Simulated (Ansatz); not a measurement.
Input and command of a plane-wave DFT calculation in Ansatz:

```yaml
crystal:
  lattice:
    - [0.0, 2.11, 2.05725]
    - [2.11, 0.0, 2.05725]
    - [2.11, 2.11, 0.0]
  atoms:
    - { symbol: Ta, position: [0.0, 0.0, 0.0] }
basis:
  ecutwfc: 500
kpoints:
  mp_grid: { grid: [20, 20, 20] }
hamiltonian:
  xc: r2scan
scf:
  occupations: { method: gaussian, width: 0.15 }
output:
  forces: true
  stress: true
  eigenvalues: true
```

```bash
ansatz run input.yaml --threads 1 --pin off --max-ram 2560MiB --backend cpu --events-out ev --progress --plain --runs-dir out
```

Processor: Intel(R) Xeon(R) Processor @ 2.70GHz, 1 thread, on a host shared with other jobs.

Task: Estimate time, memory and problem size.

Result: About 18 s on 1 thread of Intel(R) Xeon(R) Processor @ 2.70GHz, with other jobs on the host, peak memory 0.51 GiB. It solves 11 bands at 641 k points (the mesh reduced by symmetry) with about 475 plane waves, in 6 SCF iterations.
